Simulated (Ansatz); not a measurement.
**Calculated Na-23 NMR of the central transition for Na₂CO₃**

Cell: a structure deposited in the COD, its atoms then relaxed with PBE in this cell.

Space group C2/m (No. 12); a = 8.9200, b = 5.2450, c = 6.0500 Å, β = 101.35°.

| site | Wyckoff | site symmetry | x | y | z |
| --- | --- | --- | --- | --- | --- |
| Na1 | 2a | 2/m | 0.0000 | 0.0000 | 0.0000 |
| Na2 | 2c | 2/m | 0.0000 | 0.0000 | 0.5000 |
| Na3 | 4i | m | 0.6705 | 0.0000 | 0.7456 |
| C | 4i | m | 0.6651 | 0.0000 | 0.2495 |
| O7 | 8j | 1 | 0.6019 | 0.7867 | 0.2884 |
| O11 | 4i | m | 0.7909 | 0.0000 | 0.1731 |

One atom of each set is listed; the run and its k-mesh use a cell of 12 atoms with edges of 5.17, 5.17, 6.05 Å.

Method: Kohn–Sham DFT in Ansatz, PBE, plane waves and PAW, scalar-relativistic, 420 eV cutoff, Γ-centred 5×5×4 k-points, Fermi–Dirac smearing 0.02 eV.

Na-23 has I = 3/2 and Q = 104.0 mb (Pyykkö 2018); at 16.4 T its Larmor frequency is ν₀ = 184.8 MHz. Only the quadrupole interaction is simulated: positions count from each site's isotropic chemical shift, and J coupling is left out, as are shift anisotropy and dipolar coupling, which fast spinning averages.

(1) What does the Na-23 spectrum (fast magic-angle spinning) show for each site?

## Answers

(1) 

```json
{"site": "Na1", "first shell": "6 O at 2.31–2.35 Å", "C_Q (MHz)": "-1.08", "η": "0.01", "P_Q (MHz)": "1.08", "δ_QIS (ppm)": "-0.855", "breadth (kHz)": "0.340"}
{"site": "Na2", "first shell": "6 O at 2.28–2.44 Å", "C_Q (MHz)": "2.15", "η": "0.08", "P_Q (MHz)": "2.15", "δ_QIS (ppm)": "-3.38", "breadth (kHz)": "1.37"}
{"site": "Na3", "first shell": "9 O at 2.57–2.93 Å; also 3 Na at 3.04–3.24 Å", "C_Q (MHz)": "2.31", "η": "0.14", "P_Q (MHz)": "2.31", "δ_QIS (ppm)": "-3.92", "breadth (kHz)": "1.61"}
```

δ_QIS = −(ν_Q²/30ν₀²)[I(I+1) − 3/4](1 + η²/3) × 10⁶ ppm with ν_Q = 3|C_Q|/[2I(2I−1)]; it falls as 1/B₀² in ppm, and the breadth as 1/B₀ in kHz.
